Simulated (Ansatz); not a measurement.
All numbers below come from DFT PBE, scalar-relativistic, plane waves, PAW in Ansatz. All cells share a 420 eV cutoff and Γ-centred k meshes spaced at most about 0.3 Å⁻¹ (about 0.25 or finer for metals, 2π included). No spin polarisation in the final relaxations.

Temperature and zero-point effects are left out.

Compare these two cells of ScSiS3, each relaxed at this level.

A.

```xyz
5
Lattice="4.8833 0.0000 0.0000 0.0000 4.8833 0.0000 0.0000 0.0000 4.8833" Properties=species:S:1:pos:R:3 pbc="T T T"
Sc    0.0000    0.0000    0.0000
Si    2.4417    2.4417    2.4417
S     2.4417    0.0000    0.0000
S     0.0000    2.4417    0.0000
S     0.0000    0.0000    2.4417
```

B.

```xyz
5
Lattice="3.6912 0.0000 0.0000 0.0000 3.6912 0.0000 0.0000 0.0000 7.6368" Properties=species:S:1:pos:R:3 pbc="T T T"
Sc    1.8456    1.8456    3.8184
Si    0.0000    0.0000    3.8184
S     0.0000    0.0000    0.0000
S     1.8456    1.8456    6.2695
S     1.8456    1.8456    1.3673
```

Question: Which is lower in energy, and by how much?

Answer: A is lower, by 0.71 eV/atom. A has the cubic perovskite type, space group Pm-3m (No. 221), 23.3 Å³/atom and no gap on its mesh; B has space group P4/mmm (No. 123), 20.8 Å³/atom and no gap. The shortest distance is 2.44 Å (Sc–S) in A and 2.45 Å (Sc–S) in B. In A, Sc has 6 S at 2.44 Å; around Si lie 12 S at 3.45 Å (long contacts); around S lie 2 Sc at 2.44 Å, 4 Si at 3.45 Å and 8 S at 3.45 Å. In B, Sc has 2 S at 2.45 Å and 4 Si at 2.61 Å; around Si lie 4 Sc at 2.61 Å; around S on a site of symmetry 4/mmm lie 8 S at 2.95 Å (long contacts); 1 more site not described. Both come from invented guesses. A third cell relaxed alike, in P4mm, lies 0.71 eV/atom below the lower of the two.

No dispersion correction is applied, so the spacing and binding between layers, chains or molecules are poorly described (P4/mmm), and this can change margins and order among such cells. In Pm-3m, P4/mmm an odd number of electrons in the primitive cell allows no gap without spin; a larger cell or a magnetic state could open one. Cells relaxed within their symmetry can be saddle points.
